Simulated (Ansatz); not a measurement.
Question: Name crystals whose computed values (plane-wave PAW PBEsol (Ansatz code)) fall in these windows: B₀ by P(V) fit (GPa) 120 to 150; highest Γ mode, no LO–TO term (cm⁻¹) 330 to 400; Θ_D (K) 420 to 560.

Answer: 

| crystal | B₀ by P(V) fit (GPa) | highest Γ mode, no LO–TO term (cm⁻¹) | Θ_D (K) |
|---|---|---|---|
| TiSi, Cmmm (Ti on 2b, Si on 2d) | 139 | 364 | 492 |
| YC, rock salt | 133 | 337 | 471 |
Others may fit too.

Built on a structure type that need not be the filed one of that space group: YC, rock salt. Standing as an ambient phase not checked: TiSi, Cmmm (Ti on 2b, Si on 2d); YC, rock salt. All cells were relaxed under the symmetry of their starts (and spin orders); stability against distortions was not tested throughout. Named crystals with no word on spin ran without spin polarisation. Scalar-relativistic: spin–orbit coupling is off unless named, which matters more the heavier the elements.

Potentials: the earlier of the program's two PAW sets. The files were generated under PBE; for other functionals the program regenerates the frozen cores, and for LDA and PBEsol the local potential too.
